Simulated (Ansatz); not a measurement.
**Os (simple cubic): energy against volume**

Level of theory: Ansatz, DFT, BLYP, plane waves (420 eV) with PAW, scalar-relativistic. (PAW data from PBE, frozen cores regenerated.)

The cell is scaled uniformly from the relaxed one, with fractional coordinates and shape fixed. Energies are extrapolated to zero smearing, pressures are those at the given smearing. Magnetic state: spin not included.

A Birch-Murnaghan fit gives V₀ = 17.54 Å³/atom, B₀ = 234 GPa, B₀′ = 4.7.

Problem. What are the energy above the minimum and the pressure at 16.126 Å³/atom?

Solution. 97.7 meV/atom and 24.29 GPa as computed.

Problem. What are the energy above the minimum and the pressure at 16.827 Å³/atom?

Solution. 22.8 meV/atom and 10.99 GPa as computed.

Problem. What are the energy above the minimum and the pressure at 18.229 Å³/atom?

Solution. 18.5 meV/atom and -8.00 GPa as computed.
